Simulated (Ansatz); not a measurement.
# Two Ansatz runs on Zr2Sb3Pd

The cell is the one relaxed in the Materials Project (mp-1071230), not relaxed further here; entries there can be hypothetical.

First run: DFT, r2SCAN, all-electron PAW with datasets made for the crystal, scalar-relativistic (Ansatz 0.2.0).

Command: `ansatz run input.yaml --threads 2 --pin off --max-ram 6144MiB --backend cpu --events-out ev --progress --plain --runs-dir out` The run took 2.9 min on 2 threads of Arm Neoverse V2, with other jobs on the host, peak memory 1.9 GiB.

```yaml
crystal:
  lattice:
    - [3.96126, 0.0, 0.0]
    - [0.0, 3.96126, 0.0]
    - [0.0, 0.0, 8.738917]
  atoms:
    - { symbol: Zr, position: [0.5, 0.0, 0.739193] }
    - { symbol: Zr, position: [0.0, 0.5, 0.260807] }
    - { symbol: Sb, position: [0.5, 0.0, 0.383774] }
    - { symbol: Sb, position: [0.0, 0.5, 0.616226] }
    - { symbol: Sb, position: [0.0, 0.0, 0.0] }
    - { symbol: Pd, position: [0.5, 0.5, 0.0] }
kpoints:
  mp_grid: { grid: [8, 8, 4] }
  band_path:
    path:
      - [0.0, 0.0, 0.0]
      - [0.0, 0.5, 0.0]
      - [0.5, 0.5, 0.0]
      - [0.0, 0.0, 0.0]
      - [0.0, 0.0, 0.5]
      - [0.0, 0.5, 0.5]
      - [0.5, 0.5, 0.5]
      - [0.0, 0.0, 0.5]
      - [0.0, 0.5, 0.0]
    npoints: 8
scf:
  occupations: { method: fermi_dirac, width: 0.05 }
hamiltonian:
  xc: r2scan
  pseudopotentials: { kind: all_electron, datasets: crystal }
output:
  forces: true
  stress: true
  eigenvalues: true
  efg: { contact_densities: true }
```

Result: converged; pressure -1.51 GPa; largest force 0.199 eV/Å; 14 SCF iterations.

Spin polarisation is left out, and whether a magnetic state lies lower isn't shown here.

No spin–orbit coupling, which matters for the heavy atoms here.

The input is then changed:

```diff
@@ -35,3 +35,6 @@
   eigenvalues: true
   efg: { contact_densities: true }
+basis:
+  xc_grid: 1
+accuracy: high
```

(1) Predict the outcome of the changed run.

## Answers

(1) It was refused before any iteration. The program says:
```
Error: hamiltonian.pseudopotentials.datasets: crystal, beside a feature not held to (accuracy, as the run sets its own cutoffs) — the datasets of this kind: all_electron run are made for its crystal, and no such run has been held to what stands beside, or a reason given rules it out; change each as told or leave it out, or set another kind (and leave the keys of all_electron out)
```
